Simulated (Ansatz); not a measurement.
An Ansatz input:

```yaml
crystal:
  lattice:
    - [2.4158199181, 0.0, 0.0]
    - [-1.207909959, 2.09216142, 0.0]
    - [0.0, 0.0, 8.4728472057]
  atoms:
    - { symbol: Cr, position: [1.0, 1.0, 1.0] }
    - { symbol: Cr, position: [0.0, 0.0, 0.5] }
    - { symbol: Cr, position: [0.3333333333, 0.6666666667, 0.25] }
    - { symbol: Cr, position: [0.6666666667, 0.3333333333, 0.75] }
hamiltonian:
  xc: lda
  pseudopotentials:
    kind: paw
    azcp:
      Cr: "pseudopotentials/Cr.paw.azcp"
basis:
  ecutwfc: 420
  fft_grid_basis: typed
kpoints:
  mp_grid: { grid: [17, 17, 4], shift: [0, 0, 0] }
magnetization:
  spin_polarized: false
scf:
  occupations: { method: fermi_dirac, width: 0.1 }
  lower_state_search: "off"
output:
  stress: true
```

and its output:

```
Warning: the record states the generating functional pbe (its physics header spells it `PBE`), which answers neither for hamiltonian.xc's functional nor for the lda family's — results may be inconsistent (PPs are generated against a specific XC)
Engine: ansatz 0.2.0, x86_64-unknown-linux-gnu
Pseudopotentials: kind: paw
Pseudopotential: Cr, paw, valence charge 14, recommended cutoff 420 eV (normal) 
Functional definition: SPW92
  exchange = slater_x
  correlation = pw_c
Crystal: 4 atoms, lattice volume = 42.824 Å³
Basis set: ecut = 420 eV, 815 PW (Γ)
Bands: 34, of which v1, the nominal top of the filled ones, is band 28 counted from 1 (27 counted from 0)
Symmetry: 24 space group operations
Space group: P63/mmc (ITA 194), of the structure as read, at distance tolerance 3.5e-5 Å
k-points: 99 of 1156
Non-local potential: Cr, projectors of the file, l = 0: 3, l = 1: 2, l = 2: 3, l = 3: 1
PAW form: soft (Blöchl's): semilocal exchange-correlation on the pseudo side does not see the compensation charge
PAW frozen core: Cr, regenerated for the run's functional, and the local potential with it (the file was generated under x = pbe(κ = 0.804, μ = 0.2195149727645171), c = pbe(β = 0.06672455060314922))
PAW one-centre angular grid: Cr, 590 points (default); XC on 64 Gauss nodes
Initial density: superposition of atomic densities (neutral atoms: chi_scale 0, normalization atom), corrected by the library's trained network
Initial wavefunctions: pseudopotential atomic-orbital guess
Functional: x = slater, c = lda
SCF iter   1: F=—  HF=-13290.653402 eV  |F-HF|=—  |Δ(HF+E_count)|=         —  Δρ=9.09e-3  dr2=1.71e-2  ethr=1.77e-3  ⟨swp⟩=4.6  Hψ=21792  notcnv=0
automatic band count: the SCF goes on with 40 bands, as 34 were too few: the levels above may hold too much charge
SCF iter   2: F=—  HF=-13290.651924 eV  |F-HF|=—  |Δ(HF+E_count)|=   1.48e-3  Δρ=5.50e-3  dr2=9.12e-3  ethr=3.05e-5  ⟨swp⟩=1.0  Hψ=4752  notcnv=0
SCF iter   3: F=—  HF=-13290.651193 eV  |F-HF|=—  |Δ(HF+E_count)|=   7.30e-4  Δρ=1.22e-3  dr2=4.71e-4  ethr=1.63e-5  ⟨swp⟩=1.6  Hψ=4314  notcnv=0
SCF iter   4: F=—  HF=-13290.651085 eV  |F-HF|=—  |Δ(HF+E_count)|=   1.08e-4  Δρ=2.87e-4  dr2=3.33e-5  ethr=8.41e-7  ⟨swp⟩=2.9  Hψ=7086  notcnv=0
SCF iter   5: F=—  HF=-13290.651071 eV  |F-HF|=—  |Δ(HF+E_count)|=   1.47e-5  Δρ=4.71e-5  dr2=8.79e-7  ethr=5.95e-8  ⟨swp⟩=2.2  Hψ=4979  notcnv=0
SCF iter   6: F=-13290.651071 eV  HF=-13290.651071 eV  |F-HF|=2.22e-8  |Δ(HF+E_count)|=   1.46e-7  Δρ=9.33e-6  dr2=3.08e-8  ethr=1.79e-10  ⟨swp⟩=4.0  Hψ=11212  notcnv=0
SCF 1 converged in 6 iterations: F = -13290.651071 eV  dr2 = 3.08e-8
SCF converged after 6 iterations
Free energy (F): -13290.651071 eV
Harris-Foulkes:  -13290.651071 eV  (|F-HF|=2.22e-8)
Internal energy: -13290.457372 eV  (E = F + TS)
E sigma→0 (E₀):  -13290.554221 eV
Entropy (-TS):   -0.193699 eV (-48.425 meV/atom)
Fermi energy:    20.643584 eV
--- Per-component energies (eV) ---
  E_band       = -481.527697
  E_kinetic    = 1387.634060
  E_local      = -4476.966532  (includes V_loc(G=0)·N_el)
  E_nonlocal   = 339.496132
  E_hartree    = 1977.898254
  E_xc         = -560.135109
  E_vxc        = -718.643849  (∫ρ·V_xc dr)
  E_paw        = -4568.354392  (= ΣΔE_a)
  E_vpaw       = -968.839796  (= ΣTr[D̂ρ^β])
  E_aug_tail   = 0.001499  (compensation charges beyond the density's cutoff)
  E_ewald      = -7391.491783
  E_core_change = 1.460499  (= ΣΔE_core)
  E_smearing   = -0.193699  (= −TS)
  E_closure    = 0.000000  (closes the sum)
  Σ components = -13290.651071   (vs F -13290.651071, Δ=0.00e0)
--- Stress (GPa, compression-positive) ---
       12.497228      -0.000000       0.000000
       -0.000000      12.497228       0.000000
        0.000000       0.000000      11.359677
  P = ⅓ Tr σ = 12.1180 GPa (121.180 kbar)
```
